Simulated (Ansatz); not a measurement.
A geometry of Pb away from equilibrium: step 2 of the relaxation of a generated trial cell of Pb in the trigonal-Te structure type. Method: r2SCAN (plane waves to 500 eV, PAW, scalar-relativistic; Ansatz, a quantum-chemistry and plane-wave program). Γ-centred k-mesh 8×8×5 on the run's cell (coarser than for final values), Fermi–Dirac smearing 0.05 eV. The plane waves were selected for a different cell earlier on the path.

```
Pb
1.0
    4.49127     0.00000     0.00000
   -2.24564     3.88956     0.00000
    0.00000     0.00000     6.00839
Pb
3
Direct
  0.30328   0.00000   0.33333
  0.00000   0.30328   0.66667
  0.69672   0.69672   0.00000
```

Question: Give the Cartesian forces on all atoms (eV/Å).

Answer: 
| atom | Fx | Fy | Fz |
|---|---|---|---|
| Pb1 | 0.38 | 0.00 | 0.00 |
| Pb2 | -0.19 | 0.33 | 0.00 |
| Pb3 | -0.19 | -0.33 | 0.00 |

The path ends in R-3m (No. 166). No spin polarisation in the result.

The run could not lose the symmetry of its start, so the end can be a saddle point.

The end of the path is a generated cell of Pb: the first start was made by placing the elements on the sites of a structure type, and the end was not matched to a known phase here, so it may be hypothetical. Known forms of Pb include space group No. 225.
